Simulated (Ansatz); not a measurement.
Computed with Ansatz 0.2.0, DFT PBE, scalar-relativistic, plane waves, PAW. Settings: cutoff 420 eV, Γ-centred meshes spaced at most about 0.3 Å⁻¹, and about 0.25 Å⁻¹ or finer for metals (2π included), Gaussian smearing. No spin polarisation in the final relaxations.

These are static total energies at zero pressure. All come from trial cells, and lower structures may exist.

Problem. These unrelaxed guesses for CsBe₃Ag are each relaxed within their symmetry. Order them by the energy at which they end, lowest first.
A.

Space group P4/mmm (No. 123). a = 4.037 Å, b = 4.037 Å, c = 6.344 Å, α = 90.00°, β = 90.00°, γ = 90.00°
| atom | site | symmetry | x | y | z |
| --- | --- | --- | --- | --- | --- |
| Cs | 1a | 4/mmm | 0.0000 | 0.0000 | 0.0000 |
| Be | 2e | mmm. | 0.0000 | 0.5000 | 0.5000 |
| Be | 1d | 4/mmm | 0.5000 | 0.5000 | 0.5000 |
| Ag | 1b | 4/mmm | 0.0000 | 0.0000 | 0.5000 |

B.

Space group Cmmm (No. 65). a = 5.896 Å, b = 7.101 Å, c = 4.478 Å, α = 90.00°, β = 90.00°, γ = 90.00°
| atom | site | symmetry | x | y | z |
| --- | --- | --- | --- | --- | --- |
| Cs | 2a | mmm | 0.0000 | 0.0000 | 0.0000 |
| Be | 2d | mmm | 0.0000 | 0.0000 | 0.5000 |
| Be | 4j | m2m | 0.5000 | 0.7571 | 0.5000 |
| Ag | 2b | mmm | 0.5000 | 0.0000 | 0.0000 |

C.

Space group Pm-3m (No. 221). a = 4.319 Å, b = 4.319 Å, c = 4.319 Å, α = 90.00°, β = 90.00°, γ = 90.00°
| atom | site | symmetry | x | y | z |
| --- | --- | --- | --- | --- | --- |
| Cs | 1a | m-3m | 0.0000 | 0.0000 | 0.0000 |
| Be | 3c | 4/mm.m | 0.0000 | 0.5000 | 0.5000 |
| Ag | 1b | m-3m | 0.5000 | 0.5000 | 0.5000 |

D.

Space group P4mm (No. 99). a = 4.081 Å, b = 4.081 Å, c = 5.498 Å, α = 90.00°, β = 90.00°, γ = 90.00°
```
atom  site  symmetry       x       y       z
  Cs    1b       4mm  0.5000  0.5000  0.7218
  Be    2c      2mm. 0.5000  0.0000  0.2378
  Be    1a       4mm  0.0000  0.0000  0.5923
  Ag    1a       4mm  0.0000  0.0000  0.0108
```

Solution. A (ends in P4/mmm, 0 meV/atom), D (ends in P4mm, 29 meV/atom), C (ends in Pm-3m, antiperovskite type, 257 meV/atom), B (ends in Cmmm, 0.48 eV/atom). Even the lowest end lies +0.62 eV/atom against the elements.

Cells relaxed within their symmetry can be saddle points. Some structure types and database cells were kept out of the candidates from the start, so a known form may be missing.
